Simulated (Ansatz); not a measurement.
MoP (WC type, space group P-6m2)

```cif
data_MoP
_chemical_formula_sum 'Mo1 P1'
_space_group_name_H-M_alt 'P 1'
_space_group_IT_number 1
_cell_length_a 3.24080
_cell_length_b 3.24080
_cell_length_c 3.19537
_cell_angle_alpha 90.000
_cell_angle_beta 90.000
_cell_angle_gamma 120.000
loop_
_space_group_symop_operation_xyz
  'x, y, z'
loop_
_atom_site_label
_atom_site_type_symbol
_atom_site_fract_x
_atom_site_fract_y
_atom_site_fract_z
_atom_site_occupancy
Mo1 Mo 0.00000 0.00000 0.00000 1
P1 P 0.66667 0.33333 0.50000 1
```

The volume is varied about the relaxed value V₀ at fixed cell shape. Symmetry pins the atoms to their sites.

These are PBE (plane waves to 420 eV, PAW, scalar-relativistic; Ansatz, a program for electronic structure) values and carry that method's errors. k mesh 16×16×15 (Γ-centred), Fermi-Dirac smearing 0.05 eV. Energies are smeared free energies. With the shape held, the modulus is that of even scaling; a crystal free to change shape is softer. MoP is run without spin polarisation. MoP was relaxed with its symmetry unable to fall. ΔE is measured from the relaxed starting cell. The last digit holds for this mesh only.

```json
[
 {"V (Å³/atom)": "13.660", "ΔE (meV/atom)": "40.7"},
 {"V (Å³/atom)": "13.835", "ΔE (meV/atom)": "25.5"},
 {"V (Å³/atom)": "14.009", "ΔE (meV/atom)": "14.0"},
 {"V (Å³/atom)": "14.183", "ΔE (meV/atom)": "6.1"},
 {"V (Å³/atom)": "14.358", "ΔE (meV/atom)": "1.5"},
 {"V (Å³/atom)": "14.532", "ΔE (meV/atom)": "0.0"},
 {"V (Å³/atom)": "14.706", "ΔE (meV/atom)": "1.4"},
 {"V (Å³/atom)": "14.881", "ΔE (meV/atom)": "5.6"},
 {"V (Å³/atom)": "15.055", "ΔE (meV/atom)": "12.3"},
 {"V (Å³/atom)": "15.230", "ΔE (meV/atom)": "21.4"},
 {"V (Å³/atom)": "15.404", "ΔE (meV/atom)": "32.7"}
]
```

### Question
What bulk modulus at fixed cell shape B₀ follows from a third-order Birch-Murnaghan fit?

### Answer
223 GPa.

### Question
What is the fitted pressure derivative B₀′?

### Answer
4.4.

(Under strain, the slope of the energy per volume gives the stress and its curvature an elastic modulus.)
